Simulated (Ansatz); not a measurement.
A relaxed cell of Nb (Im-3m (No. 229)), relaxed on a k-mesh at least as fine as the one used below. These are PBEsol (plane waves to 420 eV, PAW, scalar-relativistic; Ansatz, a first-principles code) values and carry that method's errors. Γ-centred k-mesh 7×14×14 on the run's cell (coarser than for final values), Fermi–Dirac smearing 0.05 eV.

```
CELL_PARAMETERS angstrom
     -3.27126     3.27126     3.27126
      1.63563    -1.63563     1.63563
      1.63563     1.63563    -1.63563
ATOMIC_POSITIONS crystal
  Nb 0.00000 0.00000 0.00000
  Nb 0.50000 0.00000 0.00000
```

The atoms are displaced by (Å):

| atom | ux | uy | uz |
|---|---|---|---|
| Nb1 | -0.045 | -0.066 | 0.103 |
| Nb2 | 0.023 | 0.020 | -0.248 |

Task: What forces (eV/Å) and pressure result?

Result: 
| atom | Fx | Fy | Fz |
|---|---|---|---|
| Nb1 | 0.27 | -0.27 | -1.58 |
| Nb2 | -0.27 | 0.27 | 1.58 |

Pressure +4.1 GPa.

Task: Estimate the energy cost of the displacement in the harmonic approximation and compare with the calculation.

Result: For a harmonic well ΔE = −½ Σ F·u = 0.276 eV a cell, or 138 meV/atom. The calculated energy relative to the undisplaced cell is +0.14 eV/atom, so the harmonic estimate holds well.

No spin polarisation in the result.

The run that gave the undisplaced cell could not lose the symmetry of its start; a randomly shaken copy of 2 atoms returns to this structure.
